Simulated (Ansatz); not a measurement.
Consider a crystal of Be₃TeO₂ in space group P4mm (No. 99), with Be on 2c and 1a; Te on 1a; O on 2c.

Method: DFT PBE, scalar-relativistic, plane waves, PAW (Ansatz 0.2.0). Cutoff 420 eV, Γ-centred mesh, Gaussian smearing, no spin polarisation.

Formation energies are uncorrected and refer to the elements' standard structures at the same level (O₂ as a molecule).

Q: Predict the relaxed structure.

A:

Space group P4mm (No. 99). a = 3.728 Å, b = 3.728 Å, c = 6.176 Å, α = 90.00°, β = 90.00°, γ = 90.00°
```tsv
atom	site	symmetry	x	y	z
Be	2c	2mm.	0.5000	0.0000	0.7056
Be	1a	4mm	0.0000	0.0000	0.9786
Te	1a	4mm	0.0000	0.0000	0.4518
O	2c	2mm.	0.5000	0.0000	0.9385
```

Be on a site of symmetry 2mm has 1 O at 1.44 Å and 2 Te at 2.44 Å; around Be on a site of symmetry 4mm lie 4 O at 1.88 Å, 4 Be at 2.51 Å, 1 Te at 2.92 Å and 1 Te at 3.25 Å; Te has 4 Be at 2.44 Å; O is surrounded by 1 Be at 1.44 Å and 2 Be at 1.88 Å. Another local minimum with the same sites may exist.

Q: And its energy and gap?

A: The energy over the elements is −1.02 eV/atom and the gap on the 10×10×6 mesh of the 6-atom cell is 0 eV (the bands meet within 0.015 eV).

The last run used Gaussian smearing of 0.10 eV. Spin–orbit coupling, which can matter for Te, is left out. The zero gap may come from the functional, which often closes small gaps, or the cell may be a true semimetal. The reference form of Te is held partly by dispersion forces, which this level lacks. A structure relaxed within its symmetry needn't be a true minimum. Another cell of Be3TeO2 relaxed alike, in P6/mmm, lies 0.42 eV/atom lower, so this cell isn't the stable form at this level.
